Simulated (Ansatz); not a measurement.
# How much do the gradients of MoS2 with phosphorus replacing Mo depend on the method?

Cell: a supercell of MoS2 (space group P6_3/mmc) built from an entry of the Crystallography Open Database (COD), with the ions relaxed around the defect (PBE).

```cif
data_Mo7PS16
_symmetry_space_group_name_H-M 'P-6m2'
_symmetry_Int_Tables_number 187
_cell_length_a 6.3380
_cell_length_b 6.3380
_cell_length_c 12.3240
_cell_angle_alpha 90.000
_cell_angle_beta 90.000
_cell_angle_gamma 120.000
loop_
_atom_site_label
_atom_site_type_symbol
_atom_site_symmetry_multiplicity
_atom_site_Wyckoff_symbol
_atom_site_fract_x
_atom_site_fract_y
_atom_site_fract_z
P P 1 a 0.0000 0.0000 0.0000
Mo2 Mo 3 j 0.0007 0.5003 0.0000
Mo5 Mo 3 k 0.1667 0.8333 0.5000
Mo8 Mo 1 f 0.6667 0.3333 0.5000
S9 S 2 g 0.0000 0.0000 0.3740
S10 S 6 n 0.0000 0.5000 0.3737
S13 S 6 n 0.1641 0.8359 0.8777
S16 S 2 i 0.6667 0.3333 0.8736
```

One atom of each set is listed.

First run. All values are calculated (Ansatz; DFT, PBE, plane waves and PAW, scalar-relativistic, 420 eV cutoff, Γ-centred 4×4×2 k-points, Fermi–Dirac smearing 0.01 eV, cell charge +1), not measured.

```tsv
site	V_zz (10²¹ V/m²)	η
P	-1.67	0.00
Mo2	-10.91	0.41
Mo5	-6.74	0.01
Mo8	-6.68	0.00
S9	-4.94	0.00
S10	-4.79	0.01
S13	5.55	0.97
S16	-6.15	0.00
```

Second run. The same atoms and settings, except that the functional is r2SCAN and the cutoff is 500 eV.

Task: What does the second run give?

Result: 

```csv
site,V_zz,η,change of V_zz
P,-1.57,0.00,+0.10
Mo2,-11.43,0.31,-0.52
Mo5,-6.79,0.00,-0.05
Mo8,-6.74,0.00,-0.06
S9,-5.00,0.00,-0.06
S10,-4.84,0.01,-0.05
S13,5.93,0.93,+0.38
S16,-6.15,0.00,0.00
```

The largest change of V_zz is on Mo2, from -10.91 to -11.43. In per cent, |V_zz| changes by +1 to +5 on Mo, 0 to +7 on S (all sites that start above 2).

The run isn't spin-polarised, and a state with spin may lie lower. The defect repeats with the cell of 24 atoms, so it feels its images: sites between two images don't show the values beside a lone defect, and zeros or small values of η there can come from the images' arrangement. Mo and S carry a gradient in the pure host already, so the values there aren't the defect's effect alone. The relaxation keeps the site symmetry -6m2 of the start, so the impurity can't leave its site; a distortion that would localise the partly filled state isn't explored. A uniform background compensates the cell's charge. The defect cell has no gap above 0.1 eV on its mesh, so the values can hang on the smearing and the k-mesh. Without spin–orbit coupling (the program notes it for Mo) the gradients can shift somewhat, as the gap is small.
